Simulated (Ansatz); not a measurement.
This cell of SiC (wurtzite) is off equilibrium:

```yaml
crystal:
  lattice:
    - [6.18391, 0.00000, 0.00000]
    - [-1.54598, 2.67771, 0.00000]
    - [0.00000, 0.00000, 5.07427]
  atoms:
    - { symbol: Si, position: [0.33284, 0.33284, 0.00312] }
    - { symbol: Si, position: [0.83382, 0.33382, 0.99792] }
    - { symbol: Si, position: [0.16618, 0.66618, 0.49792] }
    - { symbol: Si, position: [0.66716, 0.66716, 0.50312] }
    - { symbol: C, position: [0.34803, 0.34803, 0.61928] }
    - { symbol: C, position: [0.81864, 0.31864, 0.63008] }
    - { symbol: C, position: [0.18136, 0.68136, 0.13008] }
    - { symbol: C, position: [0.65197, 0.65197, 0.11928] }
```

Computed with PBE (plane waves to 420 eV, PAW, scalar-relativistic; Ansatz, a program for electronic structure). k mesh 6×12×7 (Γ-centred), Fermi-Dirac smearing 0.05 eV. Compression counts positive. SiC was relaxed with its symmetry unable to fall.

Problem. What forces act on the atoms (eV/Å, Cartesian)?

Solution. 
```json
[
 {"atom": "Si1", "Fx": "-0.069", "Fy": "-0.040", "Fz": "-1.027"},
 {"atom": "Si2", "Fx": "-0.323", "Fy": "-0.187", "Fz": "0.882"},
 {"atom": "Si3", "Fx": "0.323", "Fy": "0.187", "Fz": "0.882"},
 {"atom": "Si4", "Fx": "0.069", "Fy": "0.040", "Fz": "-1.027"},
 {"atom": "C5", "Fx": "-2.342", "Fy": "-1.352", "Fz": "0.917"},
 {"atom": "C6", "Fx": "1.875", "Fy": "1.083", "Fz": "-0.772"},
 {"atom": "C7", "Fx": "-1.875", "Fy": "-1.083", "Fz": "-0.772"},
 {"atom": "C8", "Fx": "2.342", "Fy": "1.352", "Fz": "0.917"}
]
```

Problem. What is the stress tensor (GPa)?

Solution. 
```
   2.01     0.61     0.00
   0.61     1.30     0.00
   0.00     0.00     1.18
```
The pressure, a third of the trace, is 1.50 GPa.

(A displaced cell: forces are minus the slopes of the energy, force constants its curvatures, and phonons follow from these.)
